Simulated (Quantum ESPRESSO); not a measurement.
# Planted mistakes on one cell of Si3O4FN

These are calculations, not measurements. They come from pw.x of Quantum ESPRESSO 7.5, a plane-wave density functional program, with PseudoDojo standard norm-conserving files (v0.5 for PBE, v0.4.1 for LDA and PBEsol). The cells are made up: elements, strain and atom displacements were drawn at random, and nothing was relaxed. There is no spin polarisation, spin-orbit coupling or dispersion term.

The cell has 9 sites of a quartz lattice. Sites 1 to 3 hold Si Si Si; sites 4 to 9 hold O F O O O N. Cell vectors in Å: (5.138, 0.000, 0.000); (-2.569, 4.449, 0.000); (0.000, 0.000, 5.639). Settings: PBE, cutoff 1143 eV, 5 x 5 x 4 k mesh shifted by half a step, Fermi-Dirac smearing of 0.025 eV.

The intended run has a self-consistency threshold of 1e-07 eV, a smearing term of 0.000 eV, a pressure of -8.15 GPa and 12 iterations. Each further run changes one thing: all lengths scaled by 0.9838; atoms of sites 4 and 9 exchanged; cutoff 723 eV; files of PBEsol; one electron added; smearing 0.65 eV; threshold 0.03 eV. A coarse mesh keeps the shift, and a charged cell sits in a uniform background.

```
run,change of free energy (eV),smearing term -TS (eV),change of P (GPa),largest change of a force component (eV/Å),iterations
A,0.004,0.000,0.94,0.057,6
B,0.071,0.000,0.45,2.771,12
C,-0.196,-0.746,1.48,0.575,12
D,6.895,-0.004,20.76,1.260,12
E,9.027,0.000,-2.57,0.160,12
F,-0.189,0.000,6.79,0.889,13
G,2.387,0.000,-16.63,0.044,12
```

A rerun of the intended cell at 1437 eV and k mesh 7 x 7 x 6 moved values by no more than 0.002 eV in the cell's energy, 0.02 GPa in stress and 0.002 eV/Å in force.

Question: which change belongs to which run?

## Worked reading

Run A has the fewest iterations, as a run stopped early does. Run C has the largest smearing term, as wide smearing gives. Run G has a higher energy and the largest fall in pressure, as too small a basis gives. Run F changes the volume by a factor of 0.9522; minus its pressure change over the logarithm of that factor, 139 GPa, is a rough bulk modulus with clamped atoms. Energies from files of another functional, or of a charged cell, have another zero and say nothing on stability; the pressure of a charged cell rests on the program's zero of potential too.

## Key

```
run                            change
  A                 threshold 0.03 eV
  B  atoms of sites 4 and 9 exchanged
  C                  smearing 0.65 eV
  D                one electron added
  E                   files of PBEsol
  F      all lengths scaled by 0.9838
  G                     cutoff 723 eV
```